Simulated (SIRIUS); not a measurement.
Set-up for a self-consistent single point of Ag (Fm-3m, 4 atoms in the cell; from Materials Project mp-124, changed as shown).

```
CELL_PARAMETERS angstrom
      4.21366     0.00000     0.00000
      0.00000     4.21366     0.00000
      0.00000     0.00000     4.21366
ATOMIC_POSITIONS crystal
  Ag 0.00000 0.00000 0.00000
  Ag 0.00000 0.50000 0.50000
  Ag 0.50000 0.00000 0.50000
  Ag 0.50000 0.50000 0.00000
```

Method: PBE, GBRV PBE ultrasoft pseudopotentials (plane waves; SIRIUS).

SIRIUS settings:

```
setting                                                               value
--------------------------------------  -----------------------------------
parameters.ngridk                                                     8 8 8
parameters.xc_functionals                      [XC_GGA_X_PBE, XC_GGA_C_PBE]
parameters.gk_cutoff                                           6.325 1/bohr
parameters.pw_cutoff                                          14.143 1/bohr
parameters.smearing                                             fermi_dirac
parameters.smearing_width                                     0.00367493 Ha
potentials                              GBRV PBE ultrasoft pseudopotentials
parameters.electronic_structure_method                      pseudopotential
parameters.num_bands                                                     46
parameters.num_mag_dims                                                   0
parameters.num_dft_iter                                                 100
parameters.energy_tol                                              1e-07 Ha
parameters.density_tol                                                1e-06
mixer.type                                                         broyden2
mixer.beta                                                              0.3
mixer.use_hartree                                                      true
```

Results:

```
Quantity                                                  Result
------------------------------------------------  --------------
Number of valence electrons                                   76
Number of bands                                               46
Number of k-points after the program's reduction              35
Number of plane waves (most at a k-point)                   2192
Number of SCF iterations                                      14
FFT grid                                            40 × 40 × 40
Free energy E − TS                                -16088.5781 eV
Fermi level (on the code's own zero)                    15.35 eV
Pressure                                               -5.37 GPa
```

Stress (GPa, positive for compression):
```
-5.37   0.00   0.00
 0.00  -5.37   0.00
 0.00   0.00  -5.37
```

For comparison: a first run was changed to give this one (lattice scaled by 1.02), and from it to this one the free energy goes up by 8.6 meV/atom and the pressure goes from -0.47 to -5.37 GPa.

The structure comes from a collection of computed structures, made at another level of theory; the collection holds predicted forms beside known ones. Its lattice was then scaled.

Cost on one core: about 40 core-seconds (a rough figure).
